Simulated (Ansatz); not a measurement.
Starting structure of a cell relaxation (symmetry kept):

Space group P-3m1 (No. 164). a = 4.229 Å, b = 4.229 Å, c = 18.279 Å, α = 90.00°, β = 90.00°, γ = 120.00°
| atom | site | symmetry | x | y | z |
| --- | --- | --- | --- | --- | --- |
| Ge | 2c | 3m. | 0.0000 | 0.0000 | 0.3298 |
| Sb | 2d | 3m. | 0.3333 | 0.6667 | 0.1109 |
| Te | 1a | -3m. | 0.0000 | 0.0000 | 0.0000 |
| Te | 2d | 3m. | 0.3333 | 0.6667 | 0.7939 |
| Te | 2d | 3m. | 0.3333 | 0.6667 | 0.4063 |

Computed with DFT r2SCAN, scalar-relativistic, plane waves, PAW in Ansatz 0.2.0.

Plane waves to 500 eV, a k mesh through Γ of 12×12×2 on the computed 9-atom cell and Gaussian smearing (0.01 eV); no spin polarisation.

Q: What does it relax to?

A: The volume increases by 0.03 Å³/atom to 31.49 Å³/atom, and the energy changes by under 0.1 meV/atom. Final structure:
```
Ge Sb Te
1.0
     4.22693    0.00000    0.00000
    -2.11347    3.66063    0.00000
     0.00000    0.00000   18.31746
Ge Sb Te
2 2 5
Direct
  0.00000 0.00000 0.32931
  0.00000 0.00000 0.67069
  0.33333 0.66667 0.11087
  0.66667 0.33333 0.88913
  0.00000 0.00000 0.00000
  0.33333 0.66667 0.79411
  0.66667 0.33333 0.20589
  0.33333 0.66667 0.40572
  0.66667 0.33333 0.59428
```

 The cell holds layers, and where no dispersion correction was added their binding is poorly described.

Cost: 1 run of about 16 core-minutes, on Intel Xeon Processor @ 2.50GHz (Skylake/Cascade Lake) (shared hosts).